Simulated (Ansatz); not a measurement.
InSb (zinc blende)

```
InSb
1.0
    0.00000     3.31730     3.31730
    3.31730     0.00000     3.31730
    3.31730     3.31730     0.00000
Sb In
1 1
Cartesian
  4.97595   4.97595   4.97595
  0.00000   0.00000   0.00000
```

In this cell atom 1 (Sb, nearest neighbour In at 2.873 Å; its periodic images, 4.7 Å or more away, move with it) is moved by s along Cartesian z, unit vector (0.000, 0.000, 1.000); all other atoms and the cell stay fixed.

All values below come from PBE (plane waves to 420 eV, PAW, scalar-relativistic; Ansatz, a quantum-chemistry and plane-wave program). k mesh 10×10×10 (Γ-centred), Fermi-Dirac smearing 0.05 eV. The energy includes the smearing's −TS. With partly filled bands, energies and forces of such displacements shift with the k mesh and the smearing. At this level the bands of InSb touch or barely overlap; measurements give the solid a gap. InSb was relaxed with its symmetry unable to fall. Spin-orbit coupling is left out, though Sb is heavy. ΔE is measured from the undisplaced structure. The last digit holds for this mesh only.

```json
[
 {"s (Å)": "-0.290", "ΔE (meV/cell)": "240.7"},
 {"s (Å)": "-0.232", "ΔE (meV/cell)": "155.8"},
 {"s (Å)": "-0.174", "ΔE (meV/cell)": "88.4"},
 {"s (Å)": "-0.116", "ΔE (meV/cell)": "39.5"},
 {"s (Å)": "-0.058", "ΔE (meV/cell)": "9.9"},
 {"s (Å)": "0.000", "ΔE (meV/cell)": "0.0"},
 {"s (Å)": "0.058", "ΔE (meV/cell)": "9.9"},
 {"s (Å)": "0.116", "ΔE (meV/cell)": "39.5"},
 {"s (Å)": "0.174", "ΔE (meV/cell)": "88.4"},
 {"s (Å)": "0.232", "ΔE (meV/cell)": "155.8"},
 {"s (Å)": "0.290", "ΔE (meV/cell)": "240.7"}
]
```

Q: What force constant k = d²E/ds² at s = 0 does the table give?

A: 5.9 eV/Å². It is the second difference of the nearest points, corrected with the next pair.

Q: With k = 5.90 eV/Å² from the forces, is the well harmonic out to s = 0.290 Å?

A: ½ks² = 248 meV/cell against the computed 241 meV/cell, so the well is close to harmonic there.

(A displaced cell: forces are minus the slopes of the energy, force constants its curvatures, and phonons follow from these.)
